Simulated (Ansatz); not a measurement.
AlNi$_{3}$ (Cu3Au type), relaxed with PBEsol (Ansatz, a quantum-chemistry and plane-wave program, plane waves, PAW): a = 3.519 Å, b = 3.519 Å, c = 3.519 Å, α = 90.00°, β = 90.00°, γ = 90.00°.

| Item | Result |
|---|---|
| ΔH_f (eV/atom) | -0.44 |
| B₀ by P(V) fit (GPa) | 203 |
| K_Hill (GPa) | 203 |
| G_Hill (GPa) | 91.8 |
| Θ_D (K) | 517 |
| spin order and moments (μB) | ferromagnetic; net 0.17 per atom; largest site about 0.3 |

The same phase is relaxed and computed with r²SCAN in the same code. What are the cell and these values now?

a = b = c = 3.5263 Å, α = β = γ = 90.00°.

- ΔH_f (eV/atom) = -0.43
- B₀ by P(V) fit (GPa) = 202
- K_Hill (GPa) = 202
- G_Hill (GPa) = 99.4
- Θ_D (K) = 538
- spin order and moments (μB) = ferromagnetic; net 0.23 per atom; largest site about 0.4

Spin orders computed, not proven ground states: AlNi3, Cu3Au type with PBEsol ferromagnetic; AlNi3, Cu3Au type with r²SCAN ferromagnetic. All cells were relaxed under the symmetry of their starts (and spin orders); stability against distortions was not tested throughout.

Potentials: the later of the program's two PAW sets.

Ansatz is a plane-wave DFT program.

Formation energies count from the lowest solids of the elements computed at the same level, not from gases.
